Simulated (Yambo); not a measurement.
```
CELL_PARAMETERS angstrom
      5.51101     0.00000     0.00000
      0.00000     5.51101     0.00000
      0.00000     0.00000     5.51101
ATOMIC_POSITIONS crystal
  S  0.26268 0.26268 0.26268
  S  0.26268 0.73732 0.73732
  S  0.73732 0.73732 0.26268
  S  0.73732 0.26268 0.73732
  Zn 0.00000 0.50000 0.50000
  Zn 0.50000 0.00000 0.50000
  Zn 0.50000 0.50000 0.00000
  Cd 0.00000 0.00000 0.00000
```

CdZn3S4 (space group P-43m, No. 215): mean Im ε in 1 eV windows above the direct gap of 2.84 eV, for different electron-hole kernels (Yambo, broadening 0.15 eV, norm-conserving PBEsol (Quantum ESPRESSO, 102 Ry, scalar-relativistic) bands; 4×4×4 mesh, 12 valence and 10 conduction bands, static screening with 114 bands and a 3 Ry block, scissor 1.19 eV, Tamm-Dancoff; field along x).

| window (eV) | independent quasiparticles | RPA (no attraction) | BSE |
|---|---|---|---|
| 2.8 to 3.8 | 1.0 | 1.0 | 1.2 |
| 3.8 to 4.8 | 3.0 | 2.7 | 7.4 |
| 4.8 to 5.8 | 3.9 | 3.6 | 7.7 |
| 5.8 to 6.8 | 7.6 | 6.5 | 7.6 |
| 6.8 to 7.8 | 9.4 | 7.4 | 5.5 |

This run doesn't resolve bound excitons or single peaks, so only averages are given, and they too depend on the mesh; weight that the attraction moves below the gap isn't listed. All transitions below 8.54 eV are in the band window. The scissor comes from a G0W0 run whose convergence isn't established.

Spin-orbit splittings are left out.

Geometry of the Materials Project entry, not relaxed at this level.

The structure is a Materials Project entry; no match was found in the copy of COD used, and its stability was not checked.
